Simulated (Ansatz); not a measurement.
# TaSi$_{2}$ (P6_222): electronic heat capacity and spin susceptibility from the density of states

The calculation used Ansatz, DFT r2SCAN, scalar-relativistic, plane waves, PAW.

Settings: cutoff 500 eV, Γ-centred mesh 12×12×6 on the computed 9-atom cell, Gaussian smearing of 0.10 eV; no spin polarisation.

Relaxed cell: P6_222, a = 4.780 Å, b = 4.780 Å, c = 6.555 Å, α = 90.00°, β = 90.00°, γ = 120.00°, 9 atoms in the primitive cell. Whether it is the stable form of this composition wasn't checked.

The density of states at the Fermi level is 2.886 states/eV in the cell of 9 atoms (3 formula units; both spins, tetrahedra on a 18×18×9 mesh).

Question: What Sommerfeld coefficient and Pauli susceptibility does this give?

Answer: Per formula unit N(E_F) = 0.962 states/eV. γ = (π²/3) k_B² N(E_F) N_A = 2.357 mJ/(mol K²) per state/eV, so γ = 2.3 mJ/(mol K²), a mole of formula units. χ_P = μ_B² N(E_F) N_A = 3.23×10⁻⁵ emu/mol per state/eV gives 3.1×10⁻⁵ emu/mol. This is the bare band result: a measured γ of the same phase is as a rule larger by a factor 1 + λ from phonons and spin fluctuations, the spin part of χ is larger by the Stoner factor, and a measured χ also holds orbital and core terms. N(E_F) at one energy is sensitive to the mesh where the density of states has sharp peaks.

Spin-orbit coupling is left out, which matters for the bands of heavy elements.

Cost: 1 run of about 12 core-minutes, on Intel Xeon Processor @ 2.50GHz (Skylake/Cascade Lake) (shared hosts).